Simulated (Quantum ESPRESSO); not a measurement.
# Computed records: AlSi3Ge3N (made-up cell)

Calculation on a made-up crystal cell, not a measurement: periodic Kohn-Sham density functional theory in plane waves with PseudoDojo standard norm-conserving scalar-relativistic pseudopotentials, each functional with its own files (v0.5 for PBE, v0.4.1 for LDA and PBEsol), no spin polarisation, no spin-orbit coupling, atoms not relaxed, stress positive in tension, energies less a fixed whole-eV offset for each atom's element; levels are Kohn-Sham levels at fractions of this cell's reciprocal vectors, counted from the reference band (half the neutral cell's valence electrons, rounded up) at Gamma; error bars cover cutoff and k-mesh only, not smearing or the files; added strain carries the atoms with the cell, and shear is the tensor component; each bar is the largest change over components, and at least 0.002 eV, 0.002 eV per angstrom or 0.02 GPa; energies are for the whole cell, and the offsets were chosen from early runs and are not element reference energies. Program: Quantum ESPRESSO 7.5.

```cif
# cell vector a (Å): 5.6706 0.0000 0.0000
# cell vector b (Å): 0.0000 5.6706 0.0000
# cell vector c (Å): 0.0000 0.0000 5.6706
data_AlSi3Ge3N
_symmetry_space_group_name_H-M 'P 1'
_symmetry_Int_Tables_number 1
_cell_length_a 5.6706
_cell_length_b 5.6706
_cell_length_c 5.6706
_cell_angle_alpha 90.000
_cell_angle_beta 90.000
_cell_angle_gamma 90.000
_cell_volume 182.34
loop_
_atom_site_label
_atom_site_type_symbol
_atom_site_fract_x
_atom_site_fract_y
_atom_site_fract_z
_atom_site_occupancy
Ge1 Ge 0.99261 0.98947 0.00996 1
Si1 Si 0.99173 0.49924 0.50127 1
Ge2 Ge 0.50884 0.99392 0.47845 1
Si2 Si 0.48928 0.49432 0.00116 1
Al1 Al 0.25124 0.24341 0.25470 1
N1 N 0.27135 0.76632 0.74246 1
Ge3 Ge 0.74444 0.28360 0.73181 1
Si3 Si 0.73611 0.74916 0.25265 1
_calc_lattice_type 'zincblende/diamond'
_calc_functional 'pbe'
_calc_cutoff 1143  # eV
_calc_fermi_dirac_smearing 0.1  # eV
_calc_scf_tolerance 1e-07  # eV
_calc_electrons_removed 0
_calc_k_mesh '6 x 6 x 6, shifted by half a step'
_calc_free_energy_less_offsets 4.131  # eV
_calc_smearing_term_minus_ts -0.08111  # eV
_calc_scf_iterations 11
_calc_pressure -4.932  # GPa
_calc_stress_xx 4.075  # GPa
_calc_stress_yy 4.746  # GPa
_calc_stress_zz 5.976  # GPa
_calc_stress_yz -0.3432  # GPa
_calc_stress_xz 2.289  # GPa
_calc_stress_xy -0.2314  # GPa
_calc_fermi_level 0.1262  # eV
_calc_reference_band 31
_calc_error_bar_energy 0.003103  # eV
_calc_error_bar_stress 0.02  # GPa
_calc_error_bar_force 0.01105  # eV/angstrom
_calc_error_bar_next_band_up 0.002153  # eV
_calc_error_bar_fermi_level 0.00909  # eV
_calc_error_bars_from 'tighter rerun of a related cell'
```

Atoms:
```tsv
atoms element	atom site	atom energy offset (eV)
Ge	1	-2430
Si	2	-115
Ge	3	-2430
Si	4	-115
Al	5	-64
N	6	-283
Ge	7	-2430
Si	8	-115
```

Forces:
```tsv
site	x (eV/Å)	y (eV/Å)	z (eV/Å)
1	0.5774	-0.02038	-1.33
2	1.517	1.605	-0.5661
3	-1.132	-0.1962	2.132
4	-0.4078	1.56	-0.9243
5	-0.7153	0.6868	-0.1467
6	-0.3226	-0.7221	0.306
7	-0.4172	-1.286	1.237
8	0.9	-1.628	-0.7068
```

Levels:
```tsv
level k point	next band up (eV)
Gamma	0.4687
(1/2,1/2,1/2)	0.2598
(0.15,0,0)	0.2235
(0,0.15,0)	0.2873
(0,0,0.15)	0.2369
```
